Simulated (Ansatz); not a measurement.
This cell of VBiO4 (scheelite type, space group I4_1/a) is off equilibrium:

```xyz
12
Lattice="-2.5319 2.5319 5.7453 2.5319 -2.5319 5.7453 2.5319 2.5319 -5.7453" Properties=species:S:1:pos:R:3 pbc="T T T"
Bi     0.0000     2.5319     2.8727
Bi     0.0000     0.0000     0.0000
V      2.5319     0.0000     2.8727
V      0.0000     0.0000     5.7453
O      3.2482    -1.2615     3.7903
O      1.8157     1.2615     3.7903
O      1.2615     0.7162     6.6630
O      1.2704     1.8157     0.9176
O     -0.7162     1.2615     4.8277
O      3.2482     1.2704    -0.9176
O      1.2704    -0.7162     1.9550
O      3.7935     0.7162     1.9550
```

Level of theory: r2SCAN (plane waves to 500 eV, PAW, scalar-relativistic; Ansatz, a first-principles code). k mesh 7×7×7 (Γ-centred), Fermi-Dirac smearing 0.05 eV. E stands for the smeared free energy. Stress and pressure are positive under compression. Spin-orbit coupling is left out, though Bi is heavy. This is one of several known forms of VBiO4; the measured ambient cells at hand have space group No. 15 or 60. VBiO4 is run without spin polarisation. VBiO4 was relaxed with its symmetry unable to fall.

Problem. What is the stress tensor (GPa)?

Solution. 
```
    5.4      0.0      0.0
    0.0      5.4      0.0
    0.0      0.0      4.7
```
The pressure, a third of the trace, is 5.2 GPa.

Problem. It is the relaxed cell scaled evenly to V/V₀ = 0.967, atoms relaxed where free. What is its energy relative to the relaxed cell?

Solution. 6.6 meV/atom.

(Under strain, the slope of the energy per volume gives the stress and its curvature an elastic modulus.)
